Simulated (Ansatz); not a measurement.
Space group R3m:H (No. 160). a = 3.315 Å, b = 3.315 Å, c = 25.749 Å, α = 90.00°, β = 90.00°, γ = 120.00°
| atom | site | symmetry | x | y | z |
| --- | --- | --- | --- | --- | --- |
| Zn | 3a | 3m | 0.6667 | 0.3333 | 0.1146 |
| In | 3a | 3m | 0.6667 | 0.3333 | 0.3304 |
| Ga | 3a | 3m | 0.0000 | 0.0000 | 0.2129 |
| O | 3a | 3m | 0.6667 | 0.3333 | 0.0382 |
| O | 3a | 3m | 0.0000 | 0.0000 | 0.2888 |
| O | 3a | 3m | 0.6667 | 0.3333 | 0.2122 |
| O | 3a | 3m | 0.0000 | 0.0000 | 0.1363 |

Equation of state of this ZnInGaO₄ structure (not necessarily the ground state), with shape and atoms relaxed at each volume where symmetry leaves them free. All numbers below come from DFT PBEsol, scalar-relativistic, plane waves, PAW (Ansatz 0.2.0).

Cutoff 420 eV; k points 12×12×12 on the computed 7-atom cell (Γ-centred); Gaussian smearing, width 0.02 eV; no spin polarisation.

```csv
V (Å³/atom),E − E(largest V) (meV/atom),P (GPa),gap on mesh (eV)
10.268,61.43,29.24,1.68
10.618,7.91,20.01,1.54
10.968,-27.04,12.21,1.41
11.318,-46.29,5.60,1.29
11.668,-52.25,0.01,1.17
12.019,-46.94,-4.74,1.06
12.369,-32.11,-8.74,0.96
12.835,0.00,-13.13,0.83
```

Question: Fit a third-order Birch–Murnaghan equation to E(V).

Answer: V0 = 11.67 Å³/atom, B0 = 171 GPa, B0' = 4.5.